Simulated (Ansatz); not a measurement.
**Ga2Pt: pressure against volume**

A database entry relaxed whole under r2SCAN (Fm-3m):

```
CELL_PARAMETERS angstrom
0.00000 2.96698 2.96698
2.96698 0.00000 2.96698
2.96698 2.96698 0.00000
ATOMIC_POSITIONS crystal
Ga 0.25000 0.25000 0.25000
Ga 0.75000 0.75000 0.75000
Pt 0.00000 0.00000 0.00000
```

The cell was scaled uniformly, its shape held, and the atoms relaxed at each volume with plane-wave PAW DFT (Ansatz 0.2.0; r2SCAN, 500 eV, 10×10×10 Γ-centred mesh, fermi-dirac occupations of width 0.100 eV; no spin, no spin-orbit coupling). One row is withheld.

| volume (Å³/atom) | energy over the lowest (meV/atom) | pressure (GPa) |
| --- | --- | --- |
| 16.367 | 30.4 | 9.87 |
| 16.716 | 13.0 | 6.22 |
| 17.064 | 3.2 | 2.97 |
| 17.412 | 0.0 | 0.11 |
| 17.760 | ? | ? |
| 18.109 | 10.6 | -4.66 |
| 18.457 | 23.1 | -6.61 |

Problem. Fit the pressures of the other rows to the third-order Birch-Murnaghan form.

Solution. With f = [(V₀/V)^(2/3) − 1]/2 and P = 3B₀f(1 + 2f)^(5/2)[1 + 3(B₀′ − 4)f/2], least squares gives V₀ = 17.43 Å³ an atom, B₀ = 134 GPa and B₀′ = 5.2; the rows miss the fit by 0.01 GPa. The slope of the energies differs from these pressures by 0.12 GPa, since they are taken to zero smearing while pressures follow the free energy.

Problem. What does the withheld row hold?

Solution. The fit gives -2.42 GPa at 17.760 Å³; the run gave -2.43 GPa and 2.7 meV an atom.

Caveats: the shape of the cell was held; 0 K, fixed nuclei; the symmetry was kept, and this need not be the phase that is stable at 0 K; one mesh for all volumes; pressure is positive in compression.
